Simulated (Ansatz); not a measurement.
TiC (rock salt)

```
TiC
1.0
    0.00000     2.16390     2.16390
    2.16390     0.00000     2.16390
    2.16390     2.16390     0.00000
C Ti
1 1
Direct
  0.00000   0.00000   0.00000
  0.50000   0.50000   0.50000
```

The slice is a {110} plane (indices of the conventional cell) through the point (0.000, 0.000, 0.000) (fractional), spanned by u = [100] and v = [1 -1 -1] in vectors of this cell: u (3.06 Å) and v (4.33 Å, at 90° to u). It covers one period; positions are fractions (u, v).

Method: r2SCAN (plane waves to 500 eV, PAW, scalar-relativistic; Ansatz, an electronic-structure program). k mesh 18×18×18. Near the nuclei the fields are pseudised (PAW); where an atom keeps semicore shells as valence, they peak there. TiC is run without spin polarisation. TiC was relaxed with its symmetry unable to fall.

### Question
What is the valence density on the shortest C–Ti line in this plane (2.16 Å), at its midpoint?

### Answer
0.52 e/Å³.

### Question
What is the ELF at the midpoint of the shortest C–Ti line in this plane (2.16 Å)?

### Answer
0.28.

### Question
Sketch the electrostatic potential energy of an electron, from the cell's mean on this plane as a map.

### Answer
```
|xxxxx57888875xxxx|
|xxxxx78888887xxxx|
|xxxx5899999985xxx|
|xxx579999999975xx|
|23468999999998643|
|01246899999986421|
|00003679999863000|
|xxx003689986300xx|
|xxxx0047887400xxx|
|xxxxx03688630xxxx|
|xxxxx01577510xxxx|
|xxxxx01577510xxxx|
|xxxxx01577510xxxx|
|xxxxx03688630xxxx|
|xxxx0047887400xxx|
|xxx003689986300xx|
|00003689999763000|
|01246899999986421|
|23468999999998643|
|xxx579999999975xx|
|xxxx5899999985xxx|
|xxxxx78888887xxxx|
|xxxxx57888875xxxx|
|xxxxx57877875xxxx|
```
Scale: ten equal steps from 2.00 (start of '0') to 10.81 (end of '9'), in the order '0123456789'. Values: electrostatic potential energy of an electron, from the cell's mean, in eV. The map has 17 points along u (one character each, u = 0 at the left) and 24 along v (v = 0 in the bottom row). Points within 0.9 Å of a nucleus are blanked (x), as the pseudised field means little there. Values under 2 eV are set to 2. The zero, the cell's mean, hangs on the PAW cores.
